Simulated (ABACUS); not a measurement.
Band structure of CdSe (P6_3mc, 4 atoms in the cell; from Materials Project mp-1070).

```
CELL_PARAMETERS angstrom
      4.34609     0.00000     0.00000
     -2.17305     3.76382     0.00000
      0.00000     0.00000     7.08984
ATOMIC_POSITIONS crystal
  Cd 0.66667 0.33333 0.49995
  Cd 0.33333 0.66667 0.99995
  Se 0.66667 0.33333 0.87591
  Se 0.33333 0.66667 0.37591
```

Computed with ABACUS with PBE, numerical atomic orbitals TZDP (confined pseudo-atomic orbitals with Gaussian additions; energy shift 0.003 Ry), PseudoDojo 0.5 standard norm-conserving PBE (tails mended) pseudopotentials.

Settings: basis = TZDP numerical atomic orbitals, energy shift 0.003 Ry; KPT = Gamma 8 8 4 0 0 0; basis_type = lcao; dft_functional = PBE; ecutwfc = 100 Ry; smearing_method = fd; smearing_sigma = 0.00367493 Ry; potentials = PseudoDojo 0.5 standard norm-conserving PBE (tails mended); symmetry = 1; nbands = 42; ks_solver = scalapack_gvx; scf_nmax = 100; scf_thr = 1.0e-06; mixing_type = pulay.

The atom-centred basis is finite, which shifts total energies, pressures, gaps and forces against plane waves. The structure comes from a collection of computed structures, made at another level of theory; the collection holds predicted forms beside known ones.

**Question.** Predict the gap along the standard path and the places of the band edges.

**Answer.** The gap along the path is 0.71 eV, direct at Γ to within 0.01 eV.

Points are given in units of this cell's reciprocal vectors. Levels in eV from the top of the valence band on the SCF mesh, bands 33 to 37:
| point | 33 | 34 | 35 | 36 | 37 |
|---|---|---|---|---|---|
| Γ (0 0 0) | -0.73 | -0.04 | 0.00 | 0.00 | 0.71 |
| M (0.5 0 0) | -2.53 | -1.76 | -1.26 | -0.72 | 3.24 |
| K (0.333 0.333 0) | -2.90 | -1.79 | -1.79 | -1.59 | 4.40 |
| A (0 0 0.5) | -0.38 | -0.38 | -0.38 | -0.38 | 2.40 |
| L (0.5 0 0.5) | -1.29 | -1.29 | -1.28 | -1.28 | 3.02 |
| H (0.333 0.333 0.5) | -2.32 | -2.32 | -1.06 | -1.06 | 3.79 |

Higher empty bands are left out: an atom-centred basis made for the valence describes them poorly.

The atomic orbitals were generated for these runs; they are not ABACUS's published sets and were checked against plane waves on a few crystals only.

“Tails mended”: in these copies of the files the far tail of each local potential was reset to the Coulomb form.
